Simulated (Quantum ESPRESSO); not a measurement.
# Kohn-Sham bands of CdSe (wurtzite)

```
CELL_PARAMETERS angstrom
      4.34609     0.00000     0.00000
     -2.17304     3.76382     0.00000
      0.00000     0.00000     7.08984
ATOMIC_POSITIONS crystal
  Cd 0.66667 0.33333 0.49995
  Cd 0.33333 0.66667 0.99995
  Se 0.66667 0.33333 0.87591
  Se 0.33333 0.66667 0.37591
```

Structure: Materials Project mp-1070, symmetrised, not relaxed again. COD (Crystallography Open Database) has an entry of this formula and space group (matched by these alone). Method: LDA plane waves in Quantum ESPRESSO 7.5 (PseudoDojo norm-conserving files, 82 Ry, no spin polarisation, no spin-orbit coupling), Bloch states on a 6×6×4 mesh through Γ, Wannier90 4.0.1. Density: 12×12×6 mesh, Gaussian smearing 0.01 Ry. Spin-orbit coupling, left out, would split the p-like bands by a few tenths of an eV.

Energies are relative to the valence-band maximum; weights are on the orthonormalised atomic waves of the pseudopotential files, averaged over the group. 72 electrons a cell are treated as valence.

```
bands  from (eV)  to (eV)  filling  weight on atomic waves
-----  ---------  -------  -------  ----------------------
1–2      -101.38  -101.38   filled                       ?
3–8       -62.54   -62.54   filled                       ?
9–18      -46.83   -46.83   filled                       ?
19–20     -12.52   -12.05   filled                       ?
21–30      -7.81    -7.04   filled                       ?
31–36      -4.29     0.00   filled                       ?
```

Task: Which atomic shells make up each group?

Result: 
- 1–2, weight on atomic waves: Cd 4s 100 %
- 3–8, weight on atomic waves: Cd 4p 100 %
- 9–18, weight on atomic waves: Se 3d 100 %
- 19–20, weight on atomic waves: Se 4s 86 %, Cd 5s 7 %, Cd 4d 6 %
- 21–30, weight on atomic waves: Cd 4d 96 %
- 31–36, weight on atomic waves: Se 4p 81 %, Cd 5s 11 %

The Kohn-Sham gap over both meshes and the path is 0.32 eV.
